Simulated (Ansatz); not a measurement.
Ca$_{4}$Sb$_{2}$O:
```cif
data_Ca4OSb2
_chemical_formula_sum 'Ca4 Sb2 O1'
_space_group_name_H-M_alt 'P 1'
_space_group_IT_number 1
_cell_length_a 8.70380
_cell_length_b 8.70380
_cell_length_c 8.70380
_cell_angle_alpha 149.083
_cell_angle_beta 149.083
_cell_angle_gamma 44.289
loop_
_space_group_symop_operation_xyz
  'x, y, z'
loop_
_atom_site_label
_atom_site_type_symbol
_atom_site_fract_x
_atom_site_fract_y
_atom_site_fract_z
_atom_site_occupancy
Ca1 Ca 0.66485 0.66485 0.00000 1
Ca2 Ca 0.33515 0.33515 0.00000 1
Ca3 Ca 0.00000 0.50000 0.50000 1
Ca4 Ca 0.50000 0.00000 0.50000 1
Sb1 Sb 0.86052 0.86052 0.00000 1
Sb2 Sb 0.13948 0.13948 0.00000 1
O1 O 0.50000 0.50000 0.00000 1
```

Relaxed with PBEsol. 

**Question.** HSE06 on this cell (Ansatz, a quantum-chemistry and plane-wave program, PAW) gives a gap of 1.51 eV. What does PBEsol give?

**Answer.** 0.81 eV.

Cost on shared cores: the PBEsol run (SCF on a 8×8×8 mesh, then bands and DOS) very roughly 3.0 core-minutes, the HSE06 run (SCF on 5×5×5, then a few points) roughly 25 core-minutes; the tasks are unlike.

Space group I4/mmm. The workflow started from a Materials Project entry (that database holds measured and hypothetical structures alike); the Crystallography Open Database files this formula in space group No. 139, but the cells were not matched. Its standing as an ambient phase is unchecked. The cell was relaxed with PBEsol under the symmetry of its start; its stability against distortions is not shown here. Scalar-relativistic: spin–orbit coupling is off unless named, which matters more the heavier the elements.

Potentials: the later of the program's two PAW sets.

Ansatz is a plane-wave DFT program.
